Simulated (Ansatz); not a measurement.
**Relaxing a structure of TaAs**

The start is a relaxed TaAs cell, doubled along one cell vector, shaken by Gaussian noise of σ = 0.08 Å a coordinate. Cell shape, volume and atoms are optimised at zero target pressure with PBE (plane waves to 420 eV, PAW, scalar-relativistic; Ansatz, an electronic-structure program). First-step values are on the input's coarse k-mesh.

Ansatz input (later rounds restart from its end on a renewed k-mesh):
Ansatz 0.2 input:
```yaml
crystal:
  lattice:
    - [3.5527398056, 0, 0]
    - [0, 9.7013156172, 0]
    - [-1.7718643502, 0, 4.6066674404]
  atoms:
    - { symbol: Ta, position: [0.2029196043, 0.3638683672, 0.4144534304] }
    - { symbol: Ta, position: [0.2079751589, 0.8836112931, 0.4193234095] }
    - { symbol: Ta, position: [0.7964829391, 0.1128076508, 0.5830490268] }
    - { symbol: Ta, position: [0.8142667927, 0.6153561799, 0.5770803624] }
    - { symbol: As, position: [0.9333939628, 0.3842408675, 0.8576682859] }
    - { symbol: As, position: [0.9610340634, 0.8814600358, 0.8327402975] }
    - { symbol: As, position: [0.1200367761, 0.1243238897, 0.1661805444] }
    - { symbol: As, position: [0.0727345669, 0.6156250942, 0.1467351971] }
basis: { ecutwfc: 420, ecutrho_ratio: 4, xc_grid: 2, fft_grid_basis: typed }
kpoints: { mp_grid: { grid: [7, 3, 5] } }
hamiltonian:
  xc: pbe
  dispersion: none
  pseudopotentials: { azcp: { folder: ./paw }, kind: paw }
scf: { occupations: { method: fermi_dirac, width: 0.05 } }
relax: { f_tol: 0.01, max_steps: 100, cell: { stress_tol: 0.02 } }
output: { forces: true, stress: true }
```

Task: Which atoms feel the largest initial force, and how large is it?

Result: About 2.8 eV/Å, on As5 (atoms numbered as listed).

Task: By how much does the energy per atom fall from start to end?

Result: 0.12 eV/atom.

Task: Is the parent structure recovered?

Result: It returns to the parent structure, Cmcm (No. 63).

Task: How do the shortest distances between atoms change?

Result: The closest pairs of elements (up to four, under 3.6 Å), start → end: As–Ta 2.49 → 2.57 Å; As–As 2.61 → 2.92 Å; Ta–Ta 2.93 → 3.09 Å.

Task: Is the relaxed structure metallic? Give its gap.

Result: Zero (metallic).

Final values are on a 14×10×10 k-mesh of the relaxed cell. No spin polarisation in the result.

The relaxed structure here is a generated cell of TaAs: the first start was made by placing the elements on the sites of a structure type, and the end was not matched to a known phase here, so it may be hypothetical. Known forms of TaAs include space group No. 109.
